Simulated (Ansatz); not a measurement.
## Two states of CoH₄Cl₂F₂

```yaml
crystal:
  lattice:
    - [3.67132, 4.32892, 0.00000]
    - [3.67132, -4.32892, 0.00000]
    - [0.48023, 0.00000, -3.59912]
  atoms:
    - { symbol: Co, position: [0.00000, 0.00000, 0.00000] }
    - { symbol: Cl, position: [0.23850, 0.23850, 0.43840] }
    - { symbol: Cl, position: [0.76150, 0.76150, 0.56160] }
    - { symbol: F, position: [0.23960, 0.76040, 0.00000] }
    - { symbol: F, position: [0.76040, 0.23960, 0.00000] }
    - { symbol: H, position: [0.39900, 0.78100, 0.86100] }
    - { symbol: H, position: [0.21900, 0.60100, 0.13900] }
    - { symbol: H, position: [0.60100, 0.21900, 0.13900] }
    - { symbol: H, position: [0.78100, 0.39900, 0.86100] }
```

Single point in Ansatz 0.2.0 with PBE, with U_eff = 1.28 eV on Co d (atomic projectors). Cutoff 420 eV, PAW datasets, 3×3×5 Γ-centred k mesh, fermi-dirac filling (width 0.1 eV). The cell carries a charge of +1 e on a uniform background.

State A: no moments (no spin polarisation). State B: Co1 down (collinear spin).

Q: Compare the two self-consistent states.

A: State B is lower by 173.4 meV an atom at zero smearing; in free energy at this smearing B lies -163.4 meV an atom from A.

```json
{"state": "A", "free energy (meV/atom)": "163.4", "largest moment in a small sphere (μB)": "0.00", "net moment (μB/cell)": "0.00", "gap on mesh (eV)": "metal", "pressure (GPa)": "n/a", "largest force (eV/Å)": "2.38"}
{"state": "B", "free energy (meV/atom)": "0.0", "largest moment in a small sphere (μB)": "1.81", "net moment (μB/cell)": "2.05", "gap on mesh (eV)": "metal", "pressure (GPa)": "n/a", "largest force (eV/Å)": "2.27"}
```

Origin: a known structure type with other elements, at an estimated volume, so it need not be a known compound. Caveats: another magnetic order, which this cell may not hold, can open a gap; the k mesh is coarse if the cell is a metal; atoms or cell far from equilibrium; charged cell with a uniform background.
